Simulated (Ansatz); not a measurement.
Level of theory: DFT PBE, scalar-relativistic, plane waves, PAW in Ansatz. All cells share a 420 eV cutoff and Γ-centred k meshes spaced at most about 0.3 Å⁻¹ (about 0.25 or finer for metals, 2π included). No spin polarisation in the final relaxations.

Temperature and zero-point effects are left out.

Two forms of ScGaSe were relaxed alike.

A.

```
CELL_PARAMETERS angstrom
5.28480 0.00000 0.00000
0.00000 5.28480 0.00000
0.00000 0.00000 5.72472
ATOMIC_POSITIONS crystal
Sc 0.50000 0.00000 0.95886
Sc 0.00000 0.50000 0.04114
Ga 0.00000 0.50000 0.54710
Ga 0.50000 0.00000 0.45290
Se 0.00000 0.00000 0.00000
Se 0.50000 0.50000 0.00000
```

B.

```
CELL_PARAMETERS angstrom
4.56695 0.00000 0.00000
-2.28347 3.95509 0.00000
0.00000 0.00000 3.39719
ATOMIC_POSITIONS crystal
Sc 0.66667 0.33333 0.00000
Ga 0.00000 0.00000 0.50000
Se 0.33333 0.66667 0.50000
```

Question: Which would you expect to be lower, and how large is the difference?

Answer: A is lower, by 150 meV/atom. A has space group P4/nmm (No. 129), 26.6 Å³/atom and no gap on its mesh; B has space group P-6m2 (No. 187), 20.5 Å³/atom and no gap. Counting Se atoms around Ga and Sc (those within 1.25 times the shortest such distance or 1.15 times the sum of covalent radii, 1.27 where that leaves under three; a plus sign parts nearer from farther groups; the shortest distance is added where it exceeds 1.18 times the sum of covalent radii), A has Sc 4, Ga 4+4 from 3.7 Å and B has Sc 6, Ga 3. The lower one is the more open, so pressure narrows the difference. Both come from invented guesses. A third cell relaxed alike, in P6_3/mmc, lies 121 meV/atom below the lower of the two.

Cells relaxed within their symmetry can be saddle points.
